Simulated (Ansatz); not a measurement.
Be₃N₂:
```yaml
crystal:
  lattice:
    - [2.83637, 0.00000, 0.00000]
    - [-1.41819, 2.45637, 0.00000]
    - [0.00000, 0.00000, 9.72723]
  atoms:
    - { symbol: Be, position: [0.33333, 0.66667, 0.07822] }
    - { symbol: Be, position: [0.66667, 0.33333, 0.92178] }
    - { symbol: Be, position: [0.66667, 0.33333, 0.57822] }
    - { symbol: Be, position: [0.33333, 0.66667, 0.42178] }
    - { symbol: Be, position: [0.00000, 0.00000, 0.25000] }
    - { symbol: Be, position: [0.00000, 0.00000, 0.75000] }
    - { symbol: N, position: [0.00000, 0.00000, 0.00000] }
    - { symbol: N, position: [0.00000, 0.00000, 0.50000] }
    - { symbol: N, position: [0.33333, 0.66667, 0.25000] }
    - { symbol: N, position: [0.66667, 0.33333, 0.75000] }
```

Tensor components refer to the Cartesian frame of this cell.

Question: Give the high-frequency dielectric tensor and the Born effective charge tensors of the independent atoms from DFPT, r²SCAN in the plane-wave PAW code Ansatz.

Answer: 
ε∞:
```
4.25  0.00  0.00
0.00  4.25  0.00
0.00  0.00  4.99
```
Z* of atom 1 (Be), rows: field, columns: displacement, in e:
```
1.71  0.00  0.00
0.00  1.71  0.00
0.00  0.00  1.85
```
Z* of atom 5 (Be), rows: field, columns: displacement, in e:
```
1.67  0.00  0.00
0.00  1.67  0.00
0.00  0.00  2.02
```
Z* of atom 7 (N), rows: field, columns: displacement, in e:
```
-2.91   0.00   0.00
 0.00  -2.91   0.00
 0.00   0.00  -2.61
```
Z* of atom 9 (N), rows: field, columns: displacement, in e:
```
-2.18   0.00   0.00
 0.00  -2.18   0.00
 0.00   0.00  -3.11
```

Static charges for comparison (Bader): Be1 +1.73, Be5 +1.72, N7 -2.57, N9 -2.61 e. Born charges measure polarisation by displacement and can exceed these by far.

Space group P6_3/mmc. The first step of the workflow began from a Materials Project structure, measured or hypothetical; the Crystallography Open Database copy checked does not list it. COD files the formula under space group No. 206. Whether it is the stable phase at ambient conditions was not checked. Symmetry was held in the r²SCAN relaxation; its stability against distortions is not shown here.

Potentials: the later of the program's two PAW sets.
